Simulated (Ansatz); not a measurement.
Run on InPd (Pm-3m) — total moment held at 0.5 μB

Theory: DFT, LDA, all-electron PAW with datasets made for the crystal, scalar-relativistic (Ansatz).

Command: `ansatz run input.yaml --threads 1 --pin off --max-ram 3072MiB --backend cpu --events-out ev --progress --plain --runs-dir out`

```yaml
crystal:
  lattice:
    - [3.27188478, 0.0, 0.0]
    - [0.0, 3.27188478, 0.0]
    - [0.0, 0.0, 3.27188478]
  atoms:
    - { symbol: In, position: [0.0, 0.0, 0.0] }
    - { symbol: Pd, position: [0.5, 0.5, 0.5], spin: 0.5 }
magnetization:
  spin_polarized: true
  initial_magnetization: 0.5
  spin_locking: { lock_magnetization: hard }
kpoints:
  mp_grid: { grid: [10, 10, 10] }
scf:
  occupations: { method: fermi_dirac, width: 0.05 }
  lower_state_search: "off"
hamiltonian:
  xc: lda
  pseudopotentials: { kind: all_electron, datasets: crystal }
output:
  forces: true
  stress: true
  eigenvalues: false
```

Log:

```
settings of this run that can trade accuracy for cost: output.eigenvalues: false. Do not mix this run's numbers with those of runs without the same settings; the input reference describes each key
hamiltonian.pseudopotentials.datasets: crystal makes datasets for this crystal and solves the spheres of its atoms anew in each pass: cutoff 260.0 eV, the density's 1040.0 eV; for an error of 0.50 meV an atom under PBE, 1.0 meV for the cell; an energy difference from a run of another recipe may be off by several times the error for the cell, under r2SCAN by more, where some 0.1 meV an atom stays a …
Engine: ansatz 0.2.0
Pseudopotentials: kind: all_electron
Pseudopotential: In, paw, valence charge 13, recommended cutoff 260 eV (normal), crystal/all_electron/lda/scalar/gaussian/In, Koelling and Harmon's equation, gaussian nucleus
Pseudopotential: Pd, paw, valence charge 18, recommended cutoff 260 eV (normal), crystal/all_electron/lda/scalar/gaussian/Pd, Koelling and Harmon's equation, gaussian nucleus
Functional definition: SPW92
  exchange = slater_x
  correlation = pw_c
Crystal: 2 atoms, lattice volume = 35.026 Å³
Basis set: ecut = 260 eV, 341 PW (Γ)
Bands: 20, of which v1, the nominal top of the filled ones, is band 16 counted from 1 (15 counted from 0)
Symmetry: 48 space group operations
Space group: Pm-3m (ITA 221), of the structure as read, at distance tolerance 3.3e-5 Å
Magnetic group: BNS 221.92 (UNI 1594), of the structure as read, at distance tolerance 3.3e-5 Å
k-points: 56 of 1000
Non-local potential: In, projectors of the file, l = 0: 1, l = 1: 1, l = 2: 2
Non-local potential: Pd, projectors of the file, l = 0: 2, l = 1: 2, l = 2: 2
PAW form: soft (Blöchl's): semilocal exchange-correlation on the pseudo side does not see the compensation charge
PAW one-centre angular grid: In, 590 points (default); XC on its mesh's 1869 points in the sphere
PAW one-centre angular grid: Pd, 590 points (default); XC on its mesh's 1877 points in the sphere
Initial density: superposition of atomic densities (chi_scale 0.1, normalization cell)
Starting moments: Σ|m| = 0.5 μB on 1 of 2 sites
Initial wavefunctions: pseudopotential atomic-orbital guess
Functional: x = slater, c = lda
iter 1 solved again at ethr=3.57e-3 eV; its pass at ethr=1.00e-1 eV (dr2=1.11e0 eV) is discarded
SCF iter   1: F=—  HF=-297085.249441 eV  |F-HF|=—  |Δ(HF+E_count)|=         —  Δρ=3.61e-2 (↑3.61e-2 ↓2.07e-2)  dr2=1.13e0  dr2_m=2.97e-2  M=0.500 μB ∫|m|=0.503 μB  β_m=0.30  ethr=3.57e-3  ⟨swp⟩=3.0  Hψ=11005  notcnv=0
preconditioner: auto → none  [metal: Δε(μ)=0.019 eV  Ē_g=13.704 eV  σ=0.050 eV  W_gap=0.10  n_scr=6 (ndim 8)  ℏωp=30.1 eV  f_vac=0.000  D(μ)=0.98/eV (n_scr^D=6)  sad-step TF]
[...]
SCF iter   9: F=—  HF=-297084.898161 eV  |F-HF|=—  |Δ(HF+E_count)|=   3.12e-7  Δρ=1.49e-5 (↑1.49e-5 ↓6.56e-6)  dr2=1.87e-7  dr2_m=5.76e-9  M=0.500 μB ∫|m|=0.507 μB  β_m=0.89  ethr=6.60e-9  ⟨swp⟩=2.2  Hψ=4017  notcnv=0  defer=1
iter 10 did not close the SCF: its close was put off for a magnetic moment that had not settled (scf_convergence_deferred on its scf_iter line)
SCF iter  10: F=-297084.898161 eV  HF=-297084.898161 eV  |F-HF|=3.09e-9  |Δ(HF+E_count)|=   3.06e-8  Δρ=2.49e-6 (↑2.49e-6 ↓1.06e-6)  dr2=4.48e-9  dr2_m=1.80e-10  M=0.500 μB ∫|m|=0.507 μB  β_m=0.87  ethr=6.03e-10  ⟨swp⟩=2.7  Hψ=4224  notcnv=0
SCF iter  11: F=-297084.898161 eV  HF=-297084.898161 eV  |F-HF|=0.00e0  |Δ(HF+E_count)|=  8.15e-10  Δρ=2.78e-7 (↑2.78e-7 ↓6.91e-8)  dr2=2.67e-11  dr2_m=4.60e-12  M=0.500 μB ∫|m|=0.507 μB  ethr=1.44e-11  ⟨swp⟩=3.0  Hψ=4589  notcnv=0
SCF 1 converged in 11 iterations: F = -297084.898170 eV  dr2 = 2.67e-11
  Residual-converged pass: ⟨swp⟩=1.9  Hψ=2672  notcnv=0  max |occ|·‖R‖ = 5.3e-6 eV (tolerance 5.3e-6 eV)  dr2=2.46e-11  dr2_m=5.14e-12  dr2_onsite=2.55e-11  max |Δocc| = 2.1e-11
  greatest PAW one-centre occupation: 1.012 electrons in one spin orbital (limit 2), on the Pd atom at site 1 (counted from 0), in its partial waves of l = 0
SCF converged after 11 iterations
Stability checked in part: among states of this total moment the steps that led to this state did not find it unstable. No probe was made; neither looks for a lower state of another moment (fixed_total_moment; see scf.lower_state_search)
Magnetization: 0.5000 μB (15.7500 up, 15.2500 down)
Absolute magnetization: 0.5068 μB (∫|ρ↑−ρ↓|)
Spin contamination: -0.0196 ħ² per cell (⟨S²⟩ above its minimum at these occupations)
Per-site moments (μB) at R_I (Å): [(0.10020794552868004, 1.1688333268159596), (0.25436179803984177, 1.1688333268159596)]
Free energy (F): -297084.898170 eV
Harris-Foulkes:  -297084.898170 eV  (|F-HF|=0.00e0)
Internal energy: -297084.891602 eV  (E = F + TS)
E sigma→0 (E₀):  -297084.894886 eV
Entropy (-TS):   -0.006568 eV (-3.284 meV/atom)
Past the cutoff: the bands carry plane waves up to 1.75 times it, of which those up to 1.5 times it add -0.000337 eV an atom, each by itself; the spheres take 0.000637 eV an atom off the energy for waves past 1.75 times it
By the cutoff:   a pressure is off by up to 0.011 GPa (1.2 times the spheres' own share and the shells' term, over an atom's volume, and 0.004 GPa: a bound that held against runs at twice the plane waves)
Past the cutoffs: a stress includes -0.0003 GPa for waves and charges beyond them, in addition to the slope of what the spheres take
In the spheres:  the bands' charges fall short by 8.9e-7 e at most (sound up to 1e-3)
Fermi energy:    19.635624 (↑ 20.295456, ↓ 18.975792) eV
--- Per-component energies (eV) ---
  E_band       = -55.956923
  E_kinetic    = 284.244340
  E_local      = -2173.024107  (includes V_loc(G=0)·N_el)
  E_nonlocal   = 338.074319
  E_hartree    = 1150.965155
  E_xc         = -107.853180
  E_vxc        = -133.533233  (∫ρ·V_xc dr)
  E_paw        = -299851.613815  (= ΣΔE_a)
  E_vpaw       = -7851.879545  (= ΣTr[D̂ρ^β])
  E_ewald      = -3903.915009
  E_smearing   = -0.006568  (= −TS)
  E_closure    = 7178.230697  (closes the sum)
  Σ components = -297084.898170   (vs F -297084.898170, Δ=0.00e0)
  The terms above E_closure are by the made datasets' own strengths, without shells solved beside the bands.
--- Forces (eV/Å), atoms counted from 1 ---
  atom   1  In    -0.00000000     0.00000000    -0.00000000
  atom   2  Pd     0.00000000    -0.00000000    -0.00000000
  max |Σ_I F_I| component: 2.27e-30 eV/Å
--- Stress (GPa, compression-positive) ---
       -5.917321      -0.000000       0.000000
       -0.000000      -5.917321       0.000000
        0.000000       0.000000      -5.917321
  P = ⅓ Tr σ = -5.9173 GPa (-59.173 kbar)
settings of this run that can trade accuracy for cost: output.eigenvalues: false. Do not mix this run's numbers with those of runs without the same settings; the input reference describes each key
```

Site moments (μB): In1 0.10, Pd2 0.25. Cell moment 0.50 μB.

The magnetic group in the log treats spin as a scalar label, without spin–orbit coupling.

The Ansatz runs typed with the search for lower states off end where their start leads. The magnetic state is the one that this cell and start allow. It needn't be the compound's measured order, which may need a larger cell or be absent.

It took 15 s on 1 thread of Arm Neoverse V1 (shared host), peak memory 0.62 GiB.
